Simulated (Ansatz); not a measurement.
InP (wurtzite, space group No. 186), DFT-r²SCAN in the program Ansatz with PAW potentials. The conduction-band minimum lies at Γ, with 1 equivalent valley. Second derivatives d²E/dk² of the lowest band at one valley (eV·Å²), along Cartesian directions:

| direction | d²E/dk² |
|---|---|
| [100] | 89.80 |
| [010] | 89.80 |
| [001] | 105.9 |
| [110] | 89.80 |
| [101] | 97.91 |
| [011] | 97.91 |

Q: Find the principal effective masses, the density-of-states mass and the conductivity mass.

A: Off-diagonal terms follow from H_xy = H[110] − (H_xx + H_yy)/2, and m*/mₑ = 7.620 eV·Å² over each eigenvalue: 0.072, 0.085, 0.085. One valley's DOS mass (m₁m₂m₃)^(1/3) = 0.080, conductivity mass 3/(Σ 1/mᵢ) = 0.080 mₑ.

Q: What effective density of states Nc follows at 300 K for parabolic valleys?

A: Nc = 2.509e19 × 1 × (0.080)^(3/2) ≈ 5.7e17 cm⁻³.

Space group P6_3mc (wurtzite). The workflow started from a Materials Project entry (that database holds measured and hypothetical structures alike); the Crystallography Open Database copy checked does not list it. It is not the phase usual at ambient conditions (space group No. 216). Symmetry was held in the r²SCAN relaxation; whether a distortion lowers the energy is not shown. Spin–orbit coupling is left out wherever it is not named.

Potentials: the later of the program's two PAW sets.

Edges and masses are those of Kohn–Sham bands, whose gap is no quasiparticle gap.
